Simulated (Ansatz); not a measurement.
The relaxed structure here is a generated cell of BeNi: the first start was made by placing the elements on the sites of a structure type, and the end was not matched to a known phase here, so it may be hypothetical.

The start is a generated cell, BeNi built in the AFLOW prototype AB_oP8_62_c_c (B29, as in SnS). The cell and all atomic positions are relaxed at zero pressure with PBE (plane waves to 420 eV, PAW, scalar-relativistic; Ansatz, a program for electronic structure). The first steps use a coarse 4×11×11 k-mesh.

Input geometry:
```
CELL_PARAMETERS angstrom
      7.94843     0.00000     0.00000
      0.00000     2.83101     0.00000
      0.00000     0.00000     3.07771
ATOMIC_POSITIONS crystal
  Ni 0.61937 0.25000 0.38060
  Ni 0.11937 0.25000 0.11940
  Ni 0.38063 0.75000 0.61940
  Ni 0.88063 0.75000 0.88060
  Be 0.35070 0.25000 0.02010
  Be 0.85070 0.25000 0.47990
  Be 0.64930 0.75000 0.97990
  Be 0.14930 0.75000 0.52010
```
Spin-polarised start, with parallel moments on Ni.

### Question
What pressure does the first self-consistent step give?

### Answer
+36.1 GPa (positive: the cell is compressed).

### Question
What is the largest force in the starting geometry, and on which atom (counted from 1)?

### Answer
3.74 eV/Å, on Be5, Be6, Be7, Be8 (atoms numbered as listed).

### Question
What symmetry does the relaxed structure have?

### Answer
The space group goes from Pnma (No. 62) to Cmcm (No. 63), with 4 atoms in the primitive cell.

### Question
How much energy is released per atom?

### Answer
0.84 eV/atom.

### Question
How does the volume change?

### Answer
+4.9 %, from 8.66 to 9.08 Å³/atom.

### Question
Is the relaxed structure metallic? Give its gap.

### Answer
Zero (metallic).

### Question
Give the final cell and atomic positions.

### Answer

```cif
data_Be4Ni4
_chemical_formula_sum 'Ni4 Be4'
_space_group_name_H-M_alt 'Cmcm'
_space_group_IT_number 63
_space_group_name_Hall '-C 2c 2'
_cell_length_a 2.48384
_cell_length_b 8.25456
_cell_length_c 3.54312
_cell_angle_alpha 90.000
_cell_angle_beta 90.000
_cell_angle_gamma 90.000
loop_
_atom_site_label
_atom_site_type_symbol
_atom_site_symmetry_multiplicity
_atom_site_Wyckoff_symbol
_atom_site_fract_x
_atom_site_fract_y
_atom_site_fract_z
_atom_site_occupancy
Ni1 Ni 4 c 0.00000 0.15613 0.75000 1
Be1 Be 4 c 0.00000 0.57663 0.25000 1
```
(The calculation used a cell of 4 atoms; values per cell refer to that cell.)

Final values are on a 16×16×11 k-mesh of the relaxed cell. No spin polarisation in the result: the starting moments vanished. A magnetic state may lie lower.

The run could not lose the symmetry of its start: the end is stationary, and may be a saddle point rather than a minimum.
